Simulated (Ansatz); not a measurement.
CuI:
```
CELL_PARAMETERS angstrom
      4.16699     0.00000     0.00000
     -2.08350     3.60872     0.00000
      0.00000     0.00000     9.64245
ATOMIC_POSITIONS crystal
  Cu 0.49987 0.49987 0.50000
  Cu 0.50013 0.00000 0.83333
  Cu 0.00000 0.50013 0.16667
  I  0.49997 0.49997 0.00000
  I  0.50003 0.00000 0.33333
  I  0.00000 0.50003 0.66667
```

Relaxed with PBE+D3(BJ). Special points in fractions of this cell's reciprocal vectors: Γ (0.000, 0.000, 0.000); M (0.500, 0.000, 0.000); K (0.333, 0.333, 0.000); A (0.000, 0.000, 0.500); L (0.500, 0.000, 0.500); H (0.333, 0.333, 0.500).

Problem. List the band energies nearest the valence-band maximum at these points for PBE+D3(BJ) (plane waves, PAW; program Ansatz).

Solution. In eV from the valence-band maximum; about four levels below and three above (degenerate sets whole), none deeper than 8.9 eV; points with the same levels are listed once.

```json
[
 {"k": "Γ", "below": "-1.30 -1.30 -0.60 -0.55 -0.55", "above": "0.69 2.73 2.73"},
 {"k": "M", "below": "-1.54 -1.43 -1.22 -1.12", "above": "1.56 2.17 2.42"},
 {"k": "K", "below": "-1.75 -1.75 -1.65 -1.26 -1.26", "above": "1.52 2.64 2.64"},
 {"k": "A", "below": "-1.32 -1.32 -1.18 0.00", "above": "2.03 2.03 2.70"},
 {"k": "L", "below": "-1.51 -1.38 -1.37 -1.20", "above": "1.33 2.30 2.77"},
 {"k": "H", "below": "-1.82 -1.82 -1.44 -0.85", "above": "2.65 2.80 2.80"}
]
```

Space group P6_422. The start of the workflow was typed in or built on a structure type; neither database checked (COD, Materials Project) lists it. It is not the phase usual at ambient conditions (space group No. 216). Symmetry was held in the PBE+D3(BJ) relaxation; its stability against distortions is not shown here. The workflow began spin-polarised and lost its moments. The volume moved by -32 % from the start of the relaxation. Point labels and valley counts follow the cell and symmetry of the run, lower than the named group. Spin–orbit coupling is left out wherever it is not named.

Potentials: the earlier of the program's two PAW sets.
